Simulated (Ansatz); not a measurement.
# Two-dimensional strain map in Ag

The calculation used Ansatz 0.2.0, DFT PBEsol, scalar-relativistic, plane waves, PAW. Cutoff 420 eV, Γ-centred 20×20×20 k-points, Gaussian smearing of 0.15 eV. No spin polarisation. Energies are free energies at this smearing, counted from the undisturbed cell; pressure is positive in compression.

The starting cell (as given, not relaxed at this level; it stands at -7.2 GPa; this bcc form isn't the usual structure):

```xyz
1
Lattice="-1.6557 1.6557 1.6557 1.6557 -1.6557 1.6557 1.6557 1.6557 -1.6557" Properties=species:S:1:pos:R:3 pbc="T T T"
Ag    0.0000    0.0000    0.0000
```

The cell is strained by p along both x and y and by q along z, fractional coordinates fixed. Points are written (p, q).

Energy above the undisturbed cell in meV/atom (a dash: not computed):

| p \ q | -0.050 | -0.025 | 0.000 | 0.025 | 0.050 |
| --- | --- | --- | --- | --- | --- |
| -0.050 | 3.0 | -19.4 | -32.7 | -38.1 | -37.1 |
| -0.025 | -31.4 | -33.8 | -29.9 | -19.9 | -4.9 |
| 0.000 | -31.7 | -18.4 | 0.0 | 22.3 | 48.4 |
| 0.025 | -4.8 | 20.2 | 49.9 | 82.4 | 117.3 |
| 0.050 | 43.0 | 77.2 | 115.2 | 155.8 | 197.8 |

Pressure in GPa:

| p \ q | -0.050 | -0.025 | 0.000 | 0.025 | 0.050 |
| --- | --- | --- | --- | --- | --- |
| -0.050 | 10.6 | 6.4 | 2.9 | -0.2 | -2.8 |
| -0.025 | 2.8 | -0.4 | -3.0 | -5.3 | -7.2 |
| 0.000 | -2.9 | -5.3 | -7.2 | -8.8 | -10.2 |
| 0.025 | -7.1 | -8.8 | -10.2 | -11.3 | -12.3 |
| 0.050 | -10.1 | -11.3 | -12.3 | -13.0 | -13.6 |